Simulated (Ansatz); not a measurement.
GeW in space group P6/mmm (No. 191; W on 3f, Ge on 1a, Ge on 2d), DFT-PBE in the program Ansatz with PAW potentials, all energies at zero smearing, with the estimated change up to a 700 eV cutoff added, with one set of potentials and settings (totals compare only within such a set). Cell of 6 atoms (3 W, 3 Ge): -44037.784 eV.

```
element             reference phase  E (eV/atom)
-------  --------------------------  -----------
W        Im-3m, 1 atoms in the cell  -10384.8193
Ge       Fd-3m, 2 atoms in the cell   -4294.9847
```

Formation energy per atom, worked out: (-44037.784 − 3×(-10384.8193) − 3×(-4294.9847))/6 = 0.271 eV/atom (26 kJ per mol of atoms), at 0 K, without zero-point energy or fitted corrections.

The cell is a constructed one: a structure type filled with these elements; neither database checked (COD, Materials Project) lists it. Its standing as an ambient phase is unchecked. The cell was relaxed with PBE under the symmetry of its start; whether a distortion lowers the energy is not shown. No spin polarisation was allowed. The references are the lowest solids computed at this level, not always the standard phases. Spin–orbit coupling is left out wherever it is not named.

Potentials: the later of the program's two PAW sets.
